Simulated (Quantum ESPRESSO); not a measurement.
# Band energies of Cd₂TeS

```
Cd2TeS
1.0
    4.34811     0.00000     0.00000
   -2.17406     3.76558     0.00000
    0.00000     0.00000     7.13971
S Cd Te
1 2 1
Direct
  0.66667   0.33333   0.11976
  0.66667   0.33333   0.47206
  0.00000   0.00000   0.02518
  0.00000   0.00000   0.63100
```

norm-conserving PBEsol (Quantum ESPRESSO, 102 Ry, with spin-orbit coupling); path ΓMKΓALHA,LM,KH; energies in eV from the Fermi level.

```csv
k (1/Å),point,band 62,band 63,band 64,band 65,band 66,band 67,band 68,band 69
0.00,Γ,-0.24,0.01,0.01,1.86,1.86,4.47,4.47,4.78
0.24,,-0.40,0.66,0.69,2.57,2.67,4.13,4.17,4.89
0.48,,-0.83,1.60,1.61,2.66,2.69,4.05,4.14,4.63
0.72,,-1.14,1.94,1.94,2.48,2.49,3.71,3.72,4.89
0.83,M,-1.18,1.97,1.97,2.46,2.46,3.65,3.65,5.02
1.08,,-1.75,2.61,2.62,3.07,3.13,3.61,3.72,4.93
1.32,K,-2.27,2.99,2.99,3.19,3.23,3.84,4.06,5.74
1.53,,-1.90,2.81,2.84,3.25,3.28,3.75,3.96,4.74
1.85,,-0.91,1.56,1.59,3.18,3.35,3.92,4.02,4.45
2.07,,-0.35,0.55,0.59,2.51,2.62,4.18,4.20,4.82
2.28,Γ,-0.24,0.01,0.01,1.86,1.86,4.47,4.47,4.78
2.61,,-0.08,0.91,0.91,2.29,2.29,4.12,4.12,4.77
2.72,A,-0.09,1.02,1.02,2.38,2.38,4.06,4.06,4.91
2.82,,-0.24,1.15,1.18,2.53,2.61,3.99,4.00,4.70
3.03,,-0.72,1.88,1.91,2.87,2.95,3.63,3.65,4.28
3.35,,-1.28,1.93,1.95,2.27,2.29,3.45,3.46,4.03
3.55,L,-1.40,1.75,1.75,2.13,2.13,3.44,3.44,3.82
3.75,,-1.54,2.06,2.12,2.48,2.51,3.63,3.64,4.24
4.04,H,-1.56,2.50,2.61,2.81,2.86,4.01,4.04,4.25
4.23,,-1.61,2.48,2.57,2.79,2.83,3.93,3.94,4.33
4.42,,-1.68,2.62,2.65,2.74,2.78,3.61,3.64,4.37
4.71,,-0.72,1.84,1.87,2.97,3.07,3.74,3.85,4.14
4.90,,-0.22,1.13,1.16,2.51,2.59,4.00,4.01,4.73
5.00,A,-0.09,1.02,1.02,2.38,2.38,4.06,4.06,4.91
5.00,L,-1.40,1.75,1.75,2.13,2.13,3.44,3.44,3.82
5.26,,-1.25,1.76,1.79,2.36,2.41,3.79,3.80,4.47
5.44,M,-1.18,1.97,1.97,2.46,2.46,3.65,3.65,5.02
5.44,K,-2.27,2.99,2.99,3.19,3.23,3.84,4.06,5.74
5.55,,-2.21,3.10,3.11,3.16,3.21,3.60,3.78,5.45
5.88,H,-1.56,2.50,2.61,2.81,2.86,4.01,4.04,4.25
```

Along the path the PBEsol gap is only about 0.01 eV, below what this setup resolves reliably; no G0W0 run was built on it. Semilocal functionals shrink small gaps, and the order of the bands at the edge may be inverted.

Geometry relaxed with PBEsol.

The structure is a Materials Project entry; no match was found in the copy of COD used, and its stability was not checked.
